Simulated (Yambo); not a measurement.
A G0W0@PBEsol run in Yambo for SrHI (space group P4/nmm, No. 129) (2×2×1 Γ-centred k mesh, 230 bands and a 7 Ry block in the screening, 230 bands in G with the Bruneval-Gonze terminator, plasmon pole fitted at 27.2 eV) gives these matrix elements, in eV, at the band edges (X → M):

```json
[
 {"state": "valence edge", "E0": "0.000", "<Vxc>": "-11.288", "<Σx>": "-14.182", "<Σc(E0)>": "1.644", "Z": "0.800"},
 {"state": "conduction edge", "E0": "3.449", "<Vxc>": "-8.490", "<Σx>": "-4.036", "<Σc(E0)>": "-3.817", "Z": "0.828"}
]
```

**Question.** Solve the linearised quasiparticle equation for both states, give the gap, and say how exchange and correlation each act on it.

**Answer.** E = E0 + Z(Σx + Σc − Vxc). Valence: 0.000 + 0.800 × (-14.182 + (1.644) − (-11.288)) = -1.00 eV. Conduction: 3.449 + 0.828 × (-4.036 + (-3.817) − (-8.490)) = 3.98 eV. The gap is 4.98 eV, against 3.45 eV in PBEsol. Replacing Vxc by bare exchange alone would open it by 7.35 eV; correlation takes back 5.46 eV of that, and Z scales what is left. Nearest settings tried, and what they do to the gap: 145 bands in G: -1 meV; 145 bands in W, 145 bands in G: -13 meV; 6 Ry block (249 vectors against 337): -55 meV. Not varied: mesh. So the settings aren't converged at that level. The k mesh is coarse. The mesh misses a band edge: along a dense path the PBEsol gap is 2.95 eV against 3.45 eV on the mesh. Without spin-orbit coupling, band edges of such heavy elements can be off by tenths of an eV.

Geometry relaxed with PBE+D3(BJ); primitive cell a = 4.2912 Å, b = 4.2912 Å, c = 8.1904 Å, α = 90.00°, β = 90.00°, γ = 90.00°.
